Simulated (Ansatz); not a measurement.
Given:

Ta3Ru:
```xyz
4
Lattice="0.0000 3.2145 3.2145 3.2145 0.0000 3.2145 3.2145 3.2145 0.0000" Properties=species:S:1:pos:R:3 pbc="T T T"
Ta     1.6073     1.6073     1.6073
Ta     4.8218     4.8218     4.8218
Ta     3.2145     3.2145     3.2145
Ru     0.0000     0.0000     0.0000
```

This is the r²SCAN-relaxed structure.

Question: All from r²SCAN (plane waves, PAW; program Ansatz), unless another level is named. Predict the formation energy from the elements (no fitted shifts).

Answer: -0.24 eV/atom.

Question: What about the density of states at the Fermi level?

Answer: 0.51 states/eV per atom (mean over ±0.08 eV).

Space group Fm-3m. The first step of the workflow began from a Materials Project structure, measured or hypothetical; the Crystallography Open Database copy checked does not list it. With Ta and Ru taken as one species the cell has the higher symmetry Im-3m, so it may be an ordered model of a mixed-site phase. Whether it is the stable phase at ambient conditions was not checked. Symmetry was held in the r²SCAN relaxation; whether a distortion lowers the energy is not shown. The run is not spin-polarised. The references are the lowest solids computed at this level, not always the standard phases. Scalar-relativistic: spin–orbit coupling is off unless named, which matters more the heavier the elements.

Potentials: the later of the program's two PAW sets.
